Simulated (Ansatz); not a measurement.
NbAs (CsCl type, space group No. 221), a = b = c = 3.208 Å, α = β = γ = 90.00°.

This is the r²SCAN-relaxed structure.

All from DFT-r²SCAN in the program Ansatz with PAW potentials, unless another level is named. Estimate the Debye temperature from the elastic constants.

484 K.

Give the elastic constants (relaxed ions, GPa).

C11 = 338, C12 = 93.1, C44 = 115.

Space group Pm-3m (CsCl type). The cell is a constructed one: a structure type filled with these elements; neither database checked (COD, Materials Project) lists it. COD files the formula under space group No. 109, so this cell is another polymorph or a model. Its standing as an ambient phase is unchecked. The r²SCAN relaxation kept the symmetry of its start; its stability against distortions is not shown here. The run is not spin-polarised. As this level gives no gap, shear constants depend on the k-mesh and smearing (Fermi–Dirac, 0.1 eV here).

Potentials: the earlier of the program's two PAW sets.
